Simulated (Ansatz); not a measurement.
Data:

NiGe:
Space group Pnma (No. 62); a = 5.2839 Å, b = 3.4678 Å, c = 5.7205 Å, α = β = γ = 90.00°

```csv
atom,site,symmetry,x,y,z
Ni,4c,.m.,0.0073,0.2500,0.8107
Ge,4c,.m.,0.1887,0.2500,0.4098
```

This is the PBEsol-relaxed structure.

**Question.** All from PBEsol (plane waves, PAW; program Ansatz), unless another level is named. Estimate the Poisson's ratio.

**Answer.** 0.30.

**Question.** Next, the highest zone-centre frequency?

**Answer.** 280 cm⁻¹.

Symmetry was held in the PBEsol relaxation; of distortions, only those at the zone centre were tested. The run is not spin-polarised. As this level gives no gap, phonon frequencies hold no LO–TO term and depend on the k-mesh and smearing (Fermi–Dirac, 0.1 eV here).

Potentials: the later of the program's two PAW sets.
